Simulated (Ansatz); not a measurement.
TiZnO3:
```
CELL_PARAMETERS angstrom
      2.53030     1.46087     4.60779
     -2.53030     1.46087     4.60779
      0.00000    -2.92174     4.60779
ATOMIC_POSITIONS crystal
  Ti 0.85402 0.85402 0.85402
  Ti 0.14598 0.14598 0.14598
  Zn 0.63935 0.63935 0.63935
  Zn 0.36065 0.36065 0.36065
  O  0.22552 0.56246 0.94949
  O  0.77448 0.43754 0.05051
  O  0.56246 0.94949 0.22552
  O  0.43754 0.05051 0.77448
  O  0.94949 0.22552 0.56246
  O  0.05051 0.77448 0.43754
```

Tensor components refer to the Cartesian frame of this cell.

**Question.** Give the high-frequency dielectric tensor and the Born effective charge tensors of the independent atoms from DFPT, PBEsol in the plane-wave PAW code Ansatz.

**Answer.** 
ε∞:
```
6.28  0.00  0.00
0.00  6.28  0.00
0.00  0.00  5.15
```
Z* of atom 1 (Ti), rows: field, columns: displacement, in e:
```
 5.85  -0.05   0.00
 0.05   5.85   0.00
 0.00   0.00   3.46
```
Z* of atom 3 (Zn), rows: field, columns: displacement, in e:
```
 2.53  -0.03   0.00
 0.03   2.53   0.00
 0.00   0.00   2.87
```
Z* of atom 5 (O), rows: field, columns: displacement, in e:
```
-3.52   0.60  -0.66
 0.55  -2.06  -0.39
-0.60  -0.37  -2.11
```

Static charges for comparison (Bader): Ti1 +2.20, Zn3 +1.33, O5 -1.18 e. Born charges measure polarisation by displacement and can exceed these by far.

Space group R-3. The workflow started from a Materials Project entry (that database holds measured and hypothetical structures alike); the Crystallography Open Database copy checked does not list it. Its standing as an ambient phase is unchecked. The PBEsol relaxation kept the symmetry of its start; its stability against distortions is not shown here. No spin polarisation was allowed.

Potentials: the later of the program's two PAW sets.
